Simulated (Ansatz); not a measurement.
Consider the following.

Mn3Sn:
```yaml
crystal:
  lattice:
    - [4.66586, 0.00000, 0.00000]
    - [0.00000, 5.74116, 0.00000]
    - [0.00000, 0.00000, 9.92540]
  atoms:
    - { symbol: Mn, position: [0.25000, 0.75154, 0.91306] }
    - { symbol: Mn, position: [0.75000, 0.50000, 0.35007] }
    - { symbol: Mn, position: [0.25000, 0.24846, 0.91306] }
    - { symbol: Mn, position: [0.75000, 0.24846, 0.08694] }
    - { symbol: Mn, position: [0.25000, 0.50000, 0.64993] }
    - { symbol: Mn, position: [0.75000, 0.75154, 0.08694] }
    - { symbol: Sn, position: [0.25000, 0.50000, 0.16879] }
    - { symbol: Sn, position: [0.75000, 0.50000, 0.83121] }
    - { symbol: Mn, position: [0.25000, 0.25154, 0.41306] }
    - { symbol: Mn, position: [0.75000, 0.00000, 0.85007] }
    - { symbol: Mn, position: [0.25000, 0.74846, 0.41306] }
    - { symbol: Mn, position: [0.75000, 0.74846, 0.58694] }
    - { symbol: Mn, position: [0.25000, 0.00000, 0.14993] }
    - { symbol: Mn, position: [0.75000, 0.25154, 0.58694] }
    - { symbol: Sn, position: [0.25000, 0.00000, 0.66879] }
    - { symbol: Sn, position: [0.75000, 0.00000, 0.33121] }
```
The run is spin-polarised.

This is the r²SCAN-relaxed structure.

Question: All from plane-wave PAW r²SCAN (Ansatz code), unless another level is named. Give the magnetic order.

Answer: antiferromagnetic.

Question: And the Bader charges?

Answer: Mn +0.21 to +0.26, Sn -0.73 e.

Space group Cmcm. The workflow started from an entry of the Crystallography Open Database (COD); the relaxed space group is not among those it files for this formula. COD files the formula under space group No. 194. Whether it is the stable phase at ambient conditions was not checked. The r²SCAN relaxation kept the symmetry of its start, as lowered by the spin order; its stability against distortions is not shown here. Magnetic state: antiferromagnetic, chosen from 5 collinear starts compared on coarse meshes (ties went to the first, and starts can fall back to one state), not a proven ground state. The program gave a warning on the electronic state, which may not be the lowest. Spin–orbit coupling is left out wherever it is not named.

Potentials: the later of the program's two PAW sets.
